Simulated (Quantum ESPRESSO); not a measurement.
# HfO$_{2}$: field gradients at the nuclei

```
CELL_PARAMETERS angstrom
      3.55802     0.00000     0.00000
      0.00000     3.55802     0.00000
      0.00000     0.00000     5.17186
ATOMIC_POSITIONS crystal
  Hf 0.50000 0.50000 0.50000
  Hf 0.00000 0.00000 0.00000
  O  0.00000 0.50000 0.69721
  O  0.00000 0.50000 0.19721
  O  0.50000 0.00000 0.80279
  O  0.50000 0.00000 0.30279
```
Geometry: a computed entry of the Materials Project; it was not checked against measured cells. It is HfO2 in P4₂/nmc. Stability against distortions was not tested. The run has no spin polarisation.

Convention: |Vzz| is the largest principal value, η_Q = (Vxx − Vyy)/Vzz, |C_Q| = |eQVzz/h|. Cores are frozen. Against all-electron runs on small test molecules, this scheme's |Vzz| missed by −2 to +6 % on O. Hf had no test against all-electron runs. Spin–orbit coupling is left out, a limit on Hf.

Quadrupole moments taken as inputs (sizes, barn, from the tables of PySCF and pymatgen): ¹⁷⁷Hf 3.37, ¹⁷O 0.0256.

Problem. What do the calculations give at each independent site (field gradients by PBE PAW (JTH datasets; density from pw.x of a modified build of Quantum ESPRESSO, gradients reconstructed from it by a script), 22.5 Ha, k-mesh 6×6×5 through Γ)?

Solution. 
```tsv
site	site symmetry	Vzz (a.u.)	η_Q	∣C_Q∣ (MHz)
Hf (atoms 1, 2)	-4m2	1.372	0.00	1090 (¹⁷⁷Hf)
O (atoms 3, 4, 5, 6)	2mm	0.104	0.17	0.62 (¹⁷O)
```
